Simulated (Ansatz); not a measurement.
BP:
```yaml
crystal:
  lattice:
    - [5.53237, 0.00000, 0.00000]
    - [0.00000, 5.53237, 0.00000]
    - [0.00000, 0.00000, 3.18736]
  atoms:
    - { symbol: B, position: [0.17841, 0.17841, 0.00000] }
    - { symbol: B, position: [0.82159, 0.82159, 0.00000] }
    - { symbol: P, position: [0.81929, 0.18071, 0.00000] }
    - { symbol: P, position: [0.18071, 0.81929, 0.00000] }
    - { symbol: P, position: [0.68071, 0.68071, 0.50000] }
    - { symbol: P, position: [0.31929, 0.31929, 0.50000] }
    - { symbol: B, position: [0.32159, 0.67841, 0.50000] }
    - { symbol: B, position: [0.67841, 0.32159, 0.50000] }
```

Relaxed with PBEsol. Special points in fractions of this cell's reciprocal vectors: Γ (0.000, 0.000, 0.000); X (0.000, 0.500, 0.000); M (0.500, 0.500, 0.000); Z (0.000, 0.000, 0.500); R (0.000, 0.500, 0.500); A (0.500, 0.500, 0.500).

Problem. List the band energies nearest the valence-band maximum at these points for PBEsol in the plane-wave PAW code Ansatz.

Solution. In eV from the valence-band maximum; about four levels below and three above (degenerate sets whole), none deeper than 8.9 eV; points with the same levels are listed once.

```tsv
k	below	above
Γ	-0.76 -0.38 0.00 0.00	1.21 2.05 2.64 2.64
X	-1.80 -1.80 -1.43 -1.43	2.08 2.08 3.40 3.40
M	-2.70 -2.70 -2.36 -2.36	2.58 2.58 2.94 2.94
Z	-3.76 -3.76 -3.72 -3.72	1.40 1.40 4.94 4.94
R	-3.49 -3.49 -2.11 -2.11	1.45 1.45 4.06 4.06 4.06 4.06
A	-2.92 -2.92 -2.91 -2.91	1.46 1.46 2.30 2.30
```

Space group P4_2/mnm. The start of the workflow was typed in or built on a structure type; neither database checked (COD, Materials Project) lists it. It is not the phase usual at ambient conditions (space group No. 216). Symmetry was held in the PBEsol relaxation; whether a distortion lowers the energy is not shown.

Potentials: the earlier of the program's two PAW sets. The files were generated under PBE; for other functionals the program regenerates the frozen cores, and for LDA and PBEsol the local potential too.
